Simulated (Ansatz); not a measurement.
Question: Mg (A15 (β-W type), Pm-3n) is relaxed with plane-wave PAW r²SCAN (Ansatz code). What lattice parameters of the conventional cell result?

Answer: a = 5.695 Å.

The start of the workflow was typed in or built on a structure type; neither database checked (COD, Materials Project) lists it. It is not the phase usual at ambient conditions (space group No. 194). The r²SCAN relaxation kept the symmetry of its start; its stability against distortions is not shown here.

Potentials: the earlier of the program's two PAW sets.
